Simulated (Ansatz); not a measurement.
A geometry of Te$_{2}$Mo away from equilibrium: step 2 of the relaxation of a generated cell, Te2Mo placed in the AFLOW prototype AB2_hP9_180_d_j (C40, as in CrSi2). These are r2SCAN (plane waves to 500 eV, PAW, scalar-relativistic; Ansatz, a program for electronic structure) values and carry that method's errors. Γ-centred k-mesh 5×5×3 on the run's cell (coarser than for final values), Fermi–Dirac smearing 0.05 eV. The plane waves were selected for a different cell earlier on the path.

```
CELL_PARAMETERS angstrom
      5.81755     0.00000     0.00000
     -2.90877     5.03814     0.00000
      0.00000     0.00000     8.45926
ATOMIC_POSITIONS crystal
  Mo 0.50000 0.00000 0.00000
  Mo 0.50000 0.50000 0.33333
  Mo 0.00000 0.50000 0.66667
  Te 0.16859 0.33718 0.00000
  Te 0.83141 0.16859 0.33333
  Te 0.66282 0.83141 0.66667
  Te 0.83141 0.66282 0.00000
  Te 0.16859 0.83141 0.33333
  Te 0.33718 0.16859 0.66667
```

Task: Give the Cartesian forces on all atoms (eV/Å).

Result: 
```json
[
 {"atom": "Mo1", "Fx": "0.00", "Fy": "0.00", "Fz": "0.00"},
 {"atom": "Mo2", "Fx": "0.00", "Fy": "0.00", "Fz": "0.00"},
 {"atom": "Mo3", "Fx": "0.00", "Fy": "0.00", "Fz": "0.00"},
 {"atom": "Te4", "Fx": "0.00", "Fy": "0.47", "Fz": "0.00"},
 {"atom": "Te5", "Fx": "-0.41", "Fy": "0.24", "Fz": "0.00"},
 {"atom": "Te6", "Fx": "-0.41", "Fy": "-0.24", "Fz": "0.00"},
 {"atom": "Te7", "Fx": "0.00", "Fy": "-0.47", "Fz": "0.00"},
 {"atom": "Te8", "Fx": "0.41", "Fy": "-0.24", "Fz": "0.00"},
 {"atom": "Te9", "Fx": "0.41", "Fy": "0.24", "Fz": "0.00"}
]
```

The path ends in P6₂22 (No. 180) (AFLOW prototype AB2_hP9_180_d_j (C40, as in CrSi2)). The relaxed cell holds bonded Te–Te pairs (2.96 Å). No spin polarisation in the result. A magnetic state may lie lower.

The run could not lose the symmetry of its start: the end is stationary, and may be a saddle point rather than a minimum.

The end of the path is a generated cell of Te2Mo: the first start was made by placing the elements on the sites of a structure type, and the end was not matched to a known phase here, so it may be hypothetical. Known forms of Te2Mo include space group No. 194.
